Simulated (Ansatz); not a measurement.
# Course of a relaxation: Tl2I5

Recipe of this trial structure of Tl2I5: random cell by space group and Wyckoff sites (F-43m, No. 216). The dimensions are guesses.

```
Tl I
1.0
     0.00000    5.21356    5.21356
     5.21356    0.00000    5.21356
     5.21356    5.21356    0.00000
Tl I
2 5
Direct
  0.00000 0.00000 0.00000
  0.25000 0.25000 0.25000
  0.59281 0.59281 0.59281
  0.59281 0.59281 0.22156
  0.59281 0.22156 0.59281
  0.22156 0.59281 0.59281
  0.75000 0.75000 0.75000
```

Level of theory: Ansatz, DFT PBE, scalar-relativistic, plane waves, PAW. Cutoff 420 eV, Gaussian smearing, Γ-centred meshes. Cell and atoms relax first on a coarse mesh and then on a finer one. In between, the cell is made exact in the group found at 0.06 Å. In metals the finer mesh still leaves noise of several meV/atom or more. The steps can't lower the symmetry of their start. No spin polarisation.

Steps on the 4×4×4 mesh (7 atoms, 9 steps). The free energy counts from the last step; the plane-wave basis is renewed at times, which shifts energy and pressure.

| step | ΔF (meV/atom) | V (Å³/atom) | P (GPa) | largest force component (eV/Å) |
| --- | --- | --- | --- | --- |
| 1 | 942.0 | 40.49 | 14.33 | 4.056 |
| 2 | 472.0 | 42.80 | 9.22 | 0.333 |
| 3 | 271.7 | 47.07 | 5.88 | 0.104 |
| 4 | 97.1 | 53.93 | 2.58 | 0.006 |
| 5 | 38.3 | 60.80 | 0.26 | 0.035 |
| 6 | 19.0 | 60.80 | 0.97 | 0.034 |
| 7 | 4.9 | 64.13 | 0.43 | 0.032 |
| 8 | 0.4 | 67.96 | -0.01 | 0.026 |
| 9 | 0.0 | 67.96 | -0.01 | 0.026 |

The relaxed structure, after a last relaxation on the converged mesh:

```
Tl I
1.0
     0.00000    6.19569    6.19569
     6.19569    0.00000    6.19569
     6.19569    6.19569    0.00000
Tl I
2 5
Direct
  0.00000 0.00000 0.00000
  0.25000 0.25000 0.25000
  0.18957 0.60348 0.60348
  0.60348 0.18957 0.60348
  0.60348 0.60348 0.18957
  0.60348 0.60348 0.60348
  0.75000 0.75000 0.75000
```

The symmetry stays F-43m (No. 216). The volume per atom grows by 67.8 %, from 40.5 to 68.0 Å³. The shortest distance goes from 2.74 Å (I–I) to 3.14 Å (I–I). The energy falls by about 0.94 eV/atom (the start's value is from the coarse mesh). The end is written in a standard setting, so origin, axes and order of atoms can differ from the start's. Tl on its first site has 16 I at 5.24–5.37 Å and 4 Tl at 5.37 Å (long against covalent radii, as for large ions); around Tl on its second site lie 12 I at 5.08 Å and 4 Tl at 5.37 Å (long against covalent radii, as for large ions); I on a site of symmetry 3m is surrounded by 1 I at 3.14 Å, 3 I at 3.63 Å, 6 Tl at 5.08–5.24 Å and 3 I at 5.14 Å; 1 more site not described.

```yaml
Volume_per_atom: 67.95 Å³
Density: 3.64 g/cm³
Formation_energy: +0.29 eV/atom
Gap_on_the_6×6×6_mesh_of_the_7-atom_cell: 0 eV (a metal)
```

Energies over the elements count from the elements' standard structures at the same level, with no fitted energy shifts.

The last run used Gaussian smearing of 0.10 eV. Spin–orbit coupling, which can matter for I and Tl, is left out. An odd number of electrons in the primitive cell allows no gap without spin; a larger cell or a magnetic state could open one. Tl stands nearly free of neighbours here, and without spin polarisation the energy of such atoms comes out too high. The cell is a metal run without spin; a magnetic state may lie lower. The reference form of I is held partly by dispersion forces, which this level lacks. Symmetry constrained the relaxation, so the result can be a saddle point. In all, the 3 runs took 3 min on 1 thread of AMD EPYC 9R14 (Zen 4), on a shared host.
